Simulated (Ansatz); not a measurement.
ZnS (6H polytype, P6_3mc), the program Ansatz at the r²SCAN level (PAW), all energies at zero smearing, with the estimated change up to a 700 eV cutoff added, with one set of potentials and settings (totals compare only within such a set). Cell of 12 atoms (6 Zn, 6 S): -25400.701 eV.

```
element                reference phase  E (eV/atom)
-------  -----------------------------  -----------
Zn       P6_3/mmc, 2 atoms in the cell   -3325.6729
S           P2/c, 32 atoms in the cell    -905.8156
```

Formation energy per atom, worked out: (-25400.701 − 6×(-3325.6729) − 6×(-905.8156))/12 = -0.981 eV/atom (-95 kJ per mol of atoms), at 0 K, without zero-point energy or fitted corrections.

The first step of the workflow began from a Materials Project structure, measured or hypothetical. Its sites differ from those of the usual phase in this space group: another stacking or structure type. The r²SCAN relaxation kept the symmetry of its start; its stability against distortions is not shown here. The references are the lowest solids computed at this level, not always the standard phases.

Potentials: the later of the program's two PAW sets.
